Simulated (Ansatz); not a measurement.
# How Mg (P6_3/mmc) stiffens under pressure

```
CELL_PARAMETERS angstrom
3.13577 0.00000 0.00000
-1.56788 2.71566 0.00000
0.00000 0.00000 5.08108
ATOMIC_POSITIONS crystal
Mg 0.33333 0.66667 0.25000
Mg 0.66667 0.33333 0.75000
```

This is the zero-pressure cell. At each pressure cell and atoms are relaxed in this structure, and the constants are slopes of the stress at strains of ±0.005 with relaxed ions (the coefficients that govern stability under load). Level: LDA, PAW on Ansatz 0.2.0's default frozen-core files (fitted under PBE), scalar-relativistic; k mesh 18×18×10, strains of ±0.005, Fermi-Dirac smearing of 0.100 eV, cutoff 420 eV. P is the pressure of the relaxed cell, less that of this one.

```
P (GPa)    V/V₀  C11 (GPa)  C12 (GPa)  C13 (GPa)  C33 (GPa)  C44 (GPa)
   0.00  1.0000       69.0       26.7       23.7       70.1       17.6
   1.00  0.9761       75.3       29.8       26.3       77.0       19.2
   2.01  0.9549       81.4       32.9       28.7       83.7       20.6
   4.00  0.9184       93.0       39.1       33.4       96.8       23.4
   7.00  0.8738      109.4       48.3       40.1      115.7       27.2
   9.99       ?          ?          ?          ?          ?          ?
  15.00  0.7892      149.0       72.6       57.0      163.3       36.0
```

Task: Does the bulk modulus from the constants agree with the pressure-volume curve?

Result: A third-order Birch-Murnaghan fit to the volumes shown (F against f, f = [(V₀/V)^(2/3) − 1]/2) gives B₀ = 39.7 GPa and B′ = 4.0. Its −V dP/dV stands beside the Reuss value 1/ΣS_ij (i, j ≤ 3):

| P (GPa) | from P(V) | from the constants |
| --- | --- | --- |
| 0.00 | 39.7 | 39.6 |
| 1.00 | 43.6 | 43.6 |
| 2.01 | 47.4 | 47.5 |
| 4.00 | 54.9 | 54.9 |
| 7.00 | 65.7 | 65.7 |
| 15.00 | 93.2 | 92.7 |

Task: What are the pressure derivatives at zero pressure?

Result: Slopes at V₀ of quadratic fits in −ln(V/V₀) through the first four rows shown, divided by B₀: dC11/dP = 6.4, dC12/dP = 3.1, dC13/dP = 2.6, dC33/dP = 6.9, dC44/dP = 1.5. The mean slopes up to 2.0 GPa are 6.2, 3.1, 2.5, 6.8, 1.5; curvature and scatter of the constants part the two.

Task: Fill the row at 9.99 GPa.

Result: Cubic fits in −ln(V/V₀) through all rows shown give C11 = 124.8, C12 = 57.4, C13 = 46.6, C33 = 133.9, C44 = 30.7 GPa. Computed: V/V₀ = 0.8376, C11 (GPa) = 124.8, C12 (GPa) = 57.4, C13 (GPa) = 46.5, C33 (GPa) = 133.9, C44 (GPa) = 30.7.

Task: Does a shear stiffness soften?

Result: C44 goes from 17.6 to 36.0 GPa; (C11 − C12)/2 goes from 21.2 to 38.2 GPa. Neither ends more than 3 % under its start, and the lattice stays mechanically stable over this range.

Keep in mind: no other phase was computed; many crystals of this kind change structure within this range, and rows or crossings beyond such a change describe a metastable lattice; frozen-core PAW files fitted under PBE, their cores solved anew for the functional of the run; responses of metals move with mesh and smearing; elastic stability says nothing of phonons or of other phases; phonons weren't checked at these pressures.
